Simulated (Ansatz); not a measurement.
A crystal relaxed with r2SCAN+rVV10 in Ansatz 0.2.0 has space group P4mm (No. 99) and a = 3.868 Å, c = 4.898 Å.

| atom | site | x | y | z |
| --- | --- | --- | --- | --- |
| Sn | 1a | 0.0000 | 0.0000 | 0.2248 |
| Xx | 1b | 0.5000 | 0.5000 | 0.7457 |
| O | 2c | 0.5000 | 0.0000 | 0.0148 |

The r2SCAN gap is indirect, 0.78 eV (Γ to M), below the direct gap of 2.13 eV at M. HSE06 gives an indirect gap of 1.03 eV, from Γ to M; the least direct gap is 2.46 eV at M. The PBE gap is indirect, 0.56 eV (M–Γ (0.90 of the way from M) to M), below the direct gap of 1.79 eV at M. Meshes: r2SCAN 6×6×6, HSE06 4×4×4, PBE 6×6×6. r2SCAN's ε∞ is 7.0 along x and y, 6.3 along z.

Task: Which element is Xx?
A. Si
B. C
C. Pb
D. Ge

Result: C. Xx is Pb: a 4-atom cell of SnPbO2 built on the litharge structure (relaxed group P4mm). Sn has 4 O at 2.19 Å; Pb has 4 O at 2.34 Å; O has 2 Sn at 2.19 Å and 2 Pb at 2.34 Å.

No spin polarisation. The prototype was imposed, so other structures may be more stable.

Spin-orbit coupling is left out; in compounds of Pb, Bi, Tl or Hg it can lower a gap by up to about 1 eV, split its edges or invert the bands.

The meshes of the hybrids are coarse, so their gaps aren't converged to the digits shown.
